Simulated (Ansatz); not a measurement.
IrW:
```
CELL_PARAMETERS angstrom
      4.43819     0.00000     0.00000
      0.00000     2.75756     0.00000
      0.00000     0.00000     4.80862
ATOMIC_POSITIONS crystal
  Ir 0.25000 0.50000 0.67609
  Ir 0.75000 0.50000 0.32391
  W  0.25000 0.00000 0.17247
  W  0.75000 0.00000 0.82753
```

Relaxed with PBEsol. Special points in fractions of this cell's reciprocal vectors: Γ (0.000, 0.000, 0.000); X (0.500, 0.000, 0.000); S (0.500, 0.500, 0.000); Y (0.000, 0.500, 0.000); Z (0.000, 0.000, 0.500); U (0.500, 0.000, 0.500); R (0.500, 0.500, 0.500); T (0.000, 0.500, 0.500).

Task: List the band energies nearest the Fermi level at these points for PBEsol in the plane-wave PAW code Ansatz.

Result: In eV from the Fermi level; about four levels below and three above (degenerate sets whole), none deeper than 8.9 eV; points with the same levels are listed once.

```csv
k,below,above
Γ,-1.30 -1.21 -0.82 -0.10,0.43 2.65 3.37
X,-2.03 -2.03 -1.04 -1.04,0.32 0.32 1.76 1.76
S,-1.38 -1.38 -0.02 -0.02,2.02 2.02 4.17 4.17
Y,-1.33 -1.22 -0.98 -0.28,1.22 2.14 2.50
Z,-1.01 -0.87 -0.77 -0.66,0.90 1.78 2.20
U,-1.83 -1.83 -1.00 -1.00,1.65 1.65 1.69 1.69
R,-4.62 -4.62 -1.22 -1.22,0.34 0.34 0.49 0.49
T,-1.99 -1.27 -1.02 -0.62,1.92 2.18 2.41
```

Space group Pmma. The workflow started from an entry of the Crystallography Open Database (COD). Whether it is the stable phase at ambient conditions was not checked. Symmetry was held in the PBEsol relaxation; whether a distortion lowers the energy is not shown. The run is not spin-polarised. Spin–orbit coupling is left out wherever it is not named.

Potentials: the later of the program's two PAW sets.
